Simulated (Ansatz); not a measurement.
# Run record: bands, slopes and optics on a fine k mesh of Si2Ni (Fm-3m)

The sound run that this one varies used PBEsol, PAW on Ansatz 0.2.0's default frozen-core files (fitted under PBE), scalar-relativistic.

Command:

```sh
ansatz run input.yaml --threads 2 --pin off --max-ram 6144MiB --backend cpu --events-out ev --progress --plain --runs-dir out
```

Input:

```yaml
crystal:
  Lattice:
    - [0.0, 2.69408828502, 2.69408828502]
    - [2.69408828502, 0.0, 2.69408828502]
    - [2.69408828502, 2.69408828502, 0.0]
  atoms:
    - { symbol: Si, position: [0.25, 0.25, 0.25] }
    - { symbol: Si, position: [0.75, 0.75, 0.75] }
    - { symbol: Ni, position: [0.0, 0.0, 0.0] }
kpoints:
  mp_grid: { grid: [12, 12, 12] }
scf:
  occupations: { method: fermi_dirac, width: 0.05 }
  max_iter: 60
hamiltonian:
  xc: pbesol
  pseudopotentials: { kind: paw }
output:
  forces: true
  stress: true
  eigenvalues: true
  eigenstates:
    nscf_kmesh: { grid: [14, 14, 14] }
    de_dk: true
    e_range: [-14, 14]
  optics:
    e_range: [0, 25]
    de: 0.2
    sigma: 0.15
    bands: { spectra_wanted_up_to: 25 }
    nscf_kmesh: { grid: [14, 14, 14] }
    drude_damping: 0.1
checkpoint:
  write: ck
  write_wavefunctions: false
```

Something in this input is wrong on purpose. What is it, and how does the run end?

Kind of fault: a misspelt key. Changed against the sound input: crystal.lattice = Lattice; scf.max_iter = 60. The program refused the input.

The program printed:

```
Error: YAML parse error: error: line 2 column 3: unknown field `Lattice`, expected one of checkpoint, saddle_side, structure_sha256, lattice, periodic, space_group, setting, atoms, reduce_to_primitive, conventional_axes, supercell, defects, symmetry, host
 --> <input>:2:3
  |
1 | crystal:
2 |   Lattice:
  |   ^ unknown field `Lattice`, expected one of checkpoint, saddle_side, structure_sha256, lattice, periodic, space_group, setting, atoms, reduce_to_primitive, conventional_axes, supercell, defects, symmetry, host
3 |     - [0.0, 2.69408828502, 2.69408828502]
4 |     - [2.69408828502, 0.0, 2.69408828502]
  |
```
